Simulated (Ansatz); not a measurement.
# SrPSe3: levels and charges under dearer methods

A database entry relaxed whole under r2SCAN at zero pressure (P2_1/c, No. 14):

```
Sr P Se
1.0
     7.04449    0.00000    0.00473
     0.00000    7.87140    0.00000
    -6.77710    0.00000    9.87659
Sr P Se
4 4 12
Cartesian
  0.3324 3.0733 2.4642
  3.3235 7.0090 2.4789
  -0.0650 4.7981 7.4171
  -3.0561 0.8624 7.4025
  3.9546 3.1050 0.6279
  -0.2987 7.0407 4.3151
  -3.6872 4.7664 9.2534
  0.5660 0.8307 5.5662
  4.3138 3.9470 2.6072
  -0.6579 0.0113 2.3359
  -4.0464 3.9244 7.2741
  0.9253 7.8601 7.5455
  -1.0218 2.3836 9.4781
  -2.0994 6.3193 5.3415
  1.2892 5.4878 0.4032
  2.3668 1.5521 4.5398
  2.4050 1.5620 0.5487
  1.2510 5.4977 4.3944
  -2.1376 6.3094 9.3327
  -0.9836 2.3737 5.4870
```

Its volume is 27.40 Å³ an atom, +2.7 % against the entry's 26.68, a cell as deposited in COD (2003).

Single points on this cell with plane-wave PAW DFT (Ansatz 0.2.0; r2SCAN 500 eV, hybrids 420 eV; fermi-dirac occupations of width 0.020 eV; no moments): r2SCAN on a 4×4×4 Γ-centred mesh; HSE06 on a 4×2×2 Γ-centred mesh; PBE0 on a 4×2×2 Γ-centred mesh.

Question: What does each level give for gap and charges?

Answer: The runs give:

```
 level  gap (eV), or kind  pressure (GPa)  Bader charge of Sr (e)  Bader charge of P (e)  Bader charge of Se (e)
r2SCAN               2.61             0.0                   +1.56                  +0.42                   -0.66
 HSE06               3.20            -0.2                   +1.55                  +0.39                   -0.65
  PBE0               3.91            -0.3                   +1.55                  +0.39                   -0.65
```

Under r2SCAN the gap is 2.61 eV, over mesh and band path. HSE06 moves it by +0.60 eV and PBE0 by +1.30 eV; PBE0 keeps its exact exchange at long range, which widens the gap over HSE06's by 0.71 eV on their common mesh.

Caveats: the relaxation kept the start's symmetry; HSE06 is read on its mesh and at the zone's corners, PBE0 on its mesh alone; hybrid pressures are good to a few tenths of a GPa; no spin-orbit coupling, which narrows gaps of heavier elements; pressure is positive in compression.
